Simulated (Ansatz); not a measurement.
**FeB₂Rh₂: reading a single point**

```xyz
5
Lattice="0.0000 3.3943 0.0000 3.3943 0.0000 0.0000 1.6972 1.6972 -4.9198" Properties=species:S:1:pos:R:3 pbc="T T T"
Rh    1.6972    3.3943   -2.4599
Rh    3.3943    1.6972   -2.4599
B     1.6972    1.6972   -1.2300
B     3.3943    3.3943   -3.6899
Fe    0.0000    0.0000    0.0000
```

The numbers come from plane-wave PAW DFT (Ansatz): r2SCAN, no spin polarisation, 500 eV, 8×8×8 Γ-centred k points, tetrahedron occupations. Nothing was relaxed.

Q: Is it stable against the elements?

A: 0.78 eV an atom against the elements' usual phases (free molecules for gases, crystals otherwise, with no correction for O₂ or N₂), so at this geometry it isn't bound against them. Relaxing would lower it.

Q: Metal or insulator?

A: It is a metal, with about 6.3 states/eV a cell as the mean within 0.25 eV of the Fermi level, mostly Fe d (74 %) and Rh d (22 %).

Q: How is the charge shared?

A: Bader charges in e: Fe +0.63, B -0.05, Rh -0.26. In the mean Fe gives up most and Rh takes most.

Q: Where is the largest force?

A: The largest is on B3 (and as large on other atoms): 1.46 eV/Å, components (0.00, 0.00, 1.46). It makes 126° with the line to a nearest neighbour, Rh1 at 2.10 Å.

Q: What does the stress say?

A: The pressure is 13.1 GPa (compression positive), so with the atoms held at these fractions the cell would first expand; the forces are large, so a full relaxation may end otherwise. The principal stresses -24.5, 32.0, 32.0 GPa differ, so its shape would change too.

Origin: a known structure type with other elements, at an estimated volume, so it need not be a known compound. Caveats: empty levels are not fully converged; no spin polarisation, so a magnetic state may lie lower; forces and stress under tetrahedra may miss the slope of the energy.
